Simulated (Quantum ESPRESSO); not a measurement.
pw.x input (Quantum ESPRESSO 7.5; LDA, PseudoDojo standard norm-conserving files, scalar-relativistic):

```
&CONTROL
  calculation = 'scf'
  pseudo_dir = './pseudo'
  outdir = './out'
  tprnfor = .true.
  tstress = .true.
/
&SYSTEM
  ibrav = 0
  nat = 4
  ntyp = 3
  ecutwfc = 84.0
  ecutrho = 336.0
  occupations = 'smearing'
  smearing = 'fd'
  degauss = 0.002
  nbnd = 20
/
&ELECTRONS
  conv_thr = 4e-10
/
ATOMIC_SPECIES
N 14.0070 N.upf
F 18.9984 F.upf
Ba 137.3270 Ba.upf
CELL_PARAMETERS angstrom
  1.951301647950   1.126584531714   6.468533407000
 -1.951301647950   1.126584531714   6.468533407000
  0.000000000000  -2.253169063429   6.468533407000
ATOMIC_POSITIONS crystal
N   0.500000000000   0.500000000000   0.500000000000
F   0.000000000000   0.000000000000   0.000000000000
Ba   0.756647993800   0.756647993800   0.756647993800
Ba   0.243352006200   0.243352006200   0.243352006200
K_POINTS automatic
8 8 8 0 0 0
```

End of the output:

```

[...]
     the Fermi energy is     9.8783 ev
!    total energy              =    -182.56870051 Ry
     estimated scf accuracy    <          2.5E-11 Ry
     smearing contrib. (-TS)   =      -0.00000000 Ry
     internal energy E=F+TS    =    -182.56870051 Ry
     The total energy is F=E-TS. E is the sum of the following terms:
     one-electron contribution =     -25.77009150 Ry
     hartree contribution      =      31.21102583 Ry
     xc contribution           =     -43.36082232 Ry
     ewald contribution        =    -144.64881251 Ry
     convergence has been achieved in  15 iterations
     Forces acting on atoms (cartesian axes, Ry/au):
     atom    1 type  1   force =    -0.00000000    0.00000000   -0.00000000
     atom    2 type  2   force =     0.00000000   -0.00000000   -0.00000000
     atom    3 type  3   force =     0.00000000    0.00000000    0.00006568
     atom    4 type  3   force =     0.00000000    0.00000000   -0.00006568
     Total force =     0.000093     Total SCF correction =     0.000005
     Computing stress (Cartesian axis) and pressure
          total   stress  (Ry/bohr**3)                   (kbar)     P=       -0.04
  -0.00000014   0.00000000   0.00000000           -0.02        0.00        0.00
   0.00000000  -0.00000014  -0.00000000            0.00       -0.02       -0.00
   0.00000000  -0.00000000  -0.00000054            0.00       -0.00       -0.08
```
In a gapped system the printed Fermi energy is only some level inside the gap.

Geometry relaxed with LDA.
